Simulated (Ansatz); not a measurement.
Relaxation of a relaxed Si2W cell displaced along its unstable phonon at q = (½, 0, 0) of its primitive reciprocal cell (28i cm⁻¹), largest move 0.15 Å; 6 atoms in the cell, which starts as Pma2 (No. 28), oP6; a = 4.343 Å, b = 7.522 Å, c = 2.619 Å, α = 90.00°, β = 90.00°, γ = 90.00°. Method: r2SCAN (plane waves to 500 eV, PAW, scalar-relativistic; Ansatz, a quantum-chemistry and plane-wave program). Γ-centred k-mesh 9×9×12 on the run's cell (coarser than for final values), Fermi–Dirac smearing 0.05 eV. This is the first round of the run. 

The optimiser's lines from the output (shortened; P is positive under compression):

```
relax step   1: F+E_penalty+E_count = -23348.70895174 eV  Δ(F+E_penalty+E_count) = +0.000e0 eV  max|allowed force component| = 6.294e-2 eV/Å  Δτ_max = 0.0000 Å  P = -0.194 GPa  Ω = 85.551 Å³  (7 SCF iters, dr2 threshold 1.00e-7 eV, accepted)
relax step   2: F+E_penalty+E_count = -23348.71755964 eV  Δ(F+E_penalty+E_count) = -8.608e-3 eV  max|allowed force component| = 5.595e-2 eV/Å  Δτ_max = 0.0199 Å  P = -0.069 GPa  Ω = 85.502 Å³  (6 SCF iters, dr2 threshold 6.00e-7 eV, accepted)
relax step   3: F+E_penalty+E_count = -23348.75522522 eV  Δ(F+E_penalty+E_count) = -3.767e-2 eV  max|allowed force component| = 1.817e-1 eV/Å  Δτ_max = 0.1485 Å  P = +0.876 GPa  Ω = 85.385 Å³  (7 SCF iters, dr2 threshold 1.96e-7 eV, accepted)
relax step   4: F+E_penalty+E_count = -23348.80605296 eV  Δ(F+E_penalty+E_count) = -5.083e-2 eV  max|allowed force component| = 1.790e-1 eV/Å  Δτ_max = 0.1060 Å  P = +0.574 GPa  Ω = 85.346 Å³  (6 SCF iters, dr2 threshold 6.00e-7 eV, accepted)
relax step   5: F+E_penalty+E_count = -23348.89994812 eV  Δ(F+E_penalty+E_count) = -9.390e-2 eV  max|allowed force component| = 1.057e-1 eV/Å  Δτ_max = 0.2000 Å  P = +0.060 GPa  Ω = 85.072 Å³  (7 SCF iters, dr2 threshold 6.00e-7 eV, accepted)
relax step   6: F+E_penalty+E_count = -23348.84858981 eV  Δ(F+E_penalty+E_count) = +5.136e-2 eV  max|allowed force component| = 3.636e-1 eV/Å  Δτ_max = 0.1952 Å  P = +1.448 GPa  Ω = 84.394 Å³  (6 SCF iters, dr2 threshold 6.00e-7 eV, rejected (line search))
relax step   7: F+E_penalty+E_count = -23348.91235392 eV  Δ(F+E_penalty+E_count) = -1.241e-2 eV  max|allowed force component| = 1.389e-1 eV/Å  Δτ_max = 0.0702 Å  P = -0.220 GPa  Ω = 85.078 Å³  (10 SCF iters, accepted)
relax step   8: F+E_penalty+E_count = -23348.91509377 eV  Δ(F+E_penalty+E_count) = -2.740e-3 eV  max|allowed force component| = 2.868e-3 eV/Å  Δτ_max = 0.0152 Å  P = +0.007 GPa  Ω = 84.976 Å³  (6 SCF iters, dr2 threshold 6.00e-7 eV, accepted)
relax step   9: F+E_penalty+E_count = -23348.91498893 eV  Δ(F+E_penalty+E_count) = +1.048e-4 eV  max|allowed force component| = 2.954e-3 eV/Å  Δτ_max = 0.0000 Å  P = +0.005 GPa  Ω = 84.976 Å³  stress off target by 1.57e-2 GPa  SCF on the basis re-selected at this cell (its energy is not comparable with the rows above)  (6 SCF iters)
```

From the first to the last row the energy changes by -0.03 eV/atom and the volume by -0.7 %. The last row is marked as not comparable with the walk above it, whose basis was carried along; it does compare with step 1, since both stand on a basis selected at the nominal cutoff for their own cell.

Step 6 was rejected by the optimiser.

Later rounds, restarted from the end of this one on a renewed k-mesh, logged 7 more steps and released under 0.01 eV/atom more. The final structure after all rounds: Pmma (No. 51), oP6; a = 4.4019 Å, b = 2.6467 Å, c = 7.3070 Å, α = β = γ = 90.00°. Between re-selections the logged energies stand on a plane-wave basis carried along with the cell. No spin polarisation in the result.

The run could not lose the symmetry of its start: the end is stationary, and may be a saddle point rather than a minimum.

The relaxed structure here is a generated cell of Si2W: the first start was made by placing the elements on the sites of a structure type, and the end was not matched to a known phase here, so it may be hypothetical. Known forms of Si2W include space group No. 139.
